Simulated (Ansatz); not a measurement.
Input:

CsH3O2:
```xyz
6
Lattice="0.0000 2.2279 -4.0619 0.0000 2.2279 4.0619 4.2435 0.0000 0.0000" Properties=species:S:1:pos:R:3 pbc="T T T"
Cs     0.0000     2.2279     3.9100
H      2.1218     2.2279     0.4974
H      2.1218     1.3917    -1.9319
H      2.1218     3.0641    -1.9319
O      2.1218     2.2279     1.4664
O      2.1218     2.2279    -1.3499
```

This is the r²SCAN-relaxed structure.

Task: All from plane-wave PAW r²SCAN (Ansatz code), unless another level is named. Predict the electron effective mass with spin–orbit coupling.

Result: 0.40, 0.42, 0.45 mₑ (principal values).

Task: Next, the hole effective mass with spin–orbit coupling?

Result: 2.4, 3.2, 3.2 mₑ (principal values).

Task: And the valence-band maximum?

Result: at Γ.

Space group Amm2. The workflow started from a Materials Project entry (that database holds measured and hypothetical structures alike); the Crystallography Open Database copy checked does not list it. COD files the formula under space group No. 141. Whether it is the stable phase at ambient conditions was not checked. The cell was relaxed with r²SCAN under the symmetry of its start; its stability against distortions is not shown here. Scalar-relativistic: spin–orbit coupling is off unless named, which matters more the heavier the elements.

Potentials: the later of the program's two PAW sets.

Edges and masses are those of Kohn–Sham bands, whose gap is no quasiparticle gap.
